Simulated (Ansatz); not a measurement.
Cs2IBrCl6:
```yaml
crystal:
  lattice:
    - [0.00000, 5.62093, 5.62093]
    - [5.62093, 0.00000, 5.62093]
    - [5.62093, 5.62093, 0.00000]
  atoms:
    - { symbol: Cs, position: [0.25000, 0.25000, 0.25000] }
    - { symbol: Cs, position: [0.75000, 0.75000, 0.75000] }
    - { symbol: I, position: [0.00000, 0.00000, 0.00000] }
    - { symbol: Br, position: [0.50000, 0.50000, 0.50000] }
    - { symbol: Cl, position: [0.22909, 0.77091, 0.77091] }
    - { symbol: Cl, position: [0.77091, 0.22909, 0.22909] }
    - { symbol: Cl, position: [0.77091, 0.22909, 0.77091] }
    - { symbol: Cl, position: [0.22909, 0.77091, 0.22909] }
    - { symbol: Cl, position: [0.77091, 0.77091, 0.22909] }
    - { symbol: Cl, position: [0.22909, 0.22909, 0.77091] }
```

Relaxed with r²SCAN. Special points in fractions of this cell's reciprocal vectors: Γ (0.000, 0.000, 0.000); X (0.500, 0.000, 0.500); U (0.625, 0.250, 0.625); K (0.375, 0.375, 0.750); L (0.500, 0.500, 0.500); W (0.500, 0.250, 0.750).

### Question
List the band energies nearest the valence-band maximum at these points for r²SCAN with spin–orbit coupling (plane waves, PAW; program Ansatz).

### Answer
In eV from the valence-band maximum; about four levels below and three above (degenerate sets whole), none deeper than 8.9 eV; points with the same levels are listed once.

```tsv
k	below	above
Γ	-1.51 -1.51 -1.51 -1.51	1.34 1.34 2.00 2.00 2.00 2.00
X	-1.22 -1.22 -1.20 -1.20	1.37 1.37 1.80 1.80
U	-1.02 -1.02 -0.68 -0.68	1.12 1.12 1.62 1.62
L	-0.38 -0.38 0.00 0.00	0.54 0.54 1.18 1.18
W	-1.25 -1.25 -0.30 -0.30	0.89 0.89 1.65 1.65
```

Space group Fm-3m. The first step of the workflow began from a Materials Project structure, measured or hypothetical; the Crystallography Open Database copy checked does not list it. Its standing as an ambient phase is unchecked. The cell was relaxed with r²SCAN under the symmetry of its start; its stability against distortions is not shown here.

Potentials: the later of the program's two PAW sets.
